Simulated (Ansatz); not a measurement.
The calculation used DFT PBE, scalar-relativistic, plane waves, PAW (Ansatz 0.2.0). Settings: cutoff 420 eV, Γ-centred meshes spaced at most about 0.3 Å⁻¹, and about 0.25 Å⁻¹ or finer for metals (2π included), Gaussian smearing. No spin polarisation in the final relaxations.

Temperature and zero-point effects are left out.

Two relaxed structures of Ga₃Sb₂As:

A.

Space group P3m1 (No. 156). a = 4.291 Å, b = 4.291 Å, c = 10.502 Å, α = 90.00°, β = 90.00°, γ = 120.00°
```csv
atom,site,symmetry,x,y,z
Ga,1a,3m.,0.0000,0.0000,0.9877
Ga,1c,3m.,0.6667,0.3333,0.3327
Ga,1b,3m.,0.3333,0.6667,0.6790
Sb,1c,3m.,0.6667,0.3333,0.0776
Sb,1b,3m.,0.3333,0.6667,0.4224
As,1a,3m.,0.0000,0.0000,0.7506
```

B.

Space group P6_3mc (No. 186). a = 4.275 Å, b = 4.275 Å, c = 21.135 Å, α = 90.00°, β = 90.00°, γ = 120.00°
| atom | site | symmetry | x | y | z |
| --- | --- | --- | --- | --- | --- |
| Ga | 2b | 3m. | 0.3333 | 0.6667 | 0.3394 |
| Ga | 2b | 3m. | 0.3333 | 0.6667 | 0.6669 |
| Ga | 2b | 3m. | 0.3333 | 0.6667 | 0.9939 |
| Sb | 2b | 3m. | 0.3333 | 0.6667 | 0.1218 |
| Sb | 2b | 3m. | 0.3333 | 0.6667 | 0.7940 |
| As | 2b | 3m. | 0.3333 | 0.6667 | 0.4579 |

**Question.** Which is lower in energy, and by how much?

**Answer.** A is lower, by 13 meV/atom. A has Sb and As ordered on zinc blende sites, space group P3m1 (No. 156), 27.9 Å³/atom and no gap on its mesh; B has Sb and As ordered on wurtzite sites, space group P6_3mc (No. 186), 27.9 Å³/atom and no gap. In A, Ga on its first site has 1 As at 2.49 Å and 3 Sb at 2.65 Å; Sb on its first site is surrounded by 4 Ga at 2.65–2.68 Å; As is surrounded by 4 Ga at 2.49–2.59 Å; 3 more sites not described. In B, Ga on its first site is surrounded by 1 As at 2.50 Å and 3 Sb at 2.65 Å; Sb on its first site has 4 Ga at 2.65–2.70 Å; around As lie 4 Ga at 2.50–2.58 Å; 3 more sites not described. Both come from invented guesses.

Spin–orbit coupling, which can matter for Sb, is left out. The zero gap of P3m1, P6_3mc may come from the functional, which often closes small gaps. Cells relaxed within their symmetry can be saddle points.
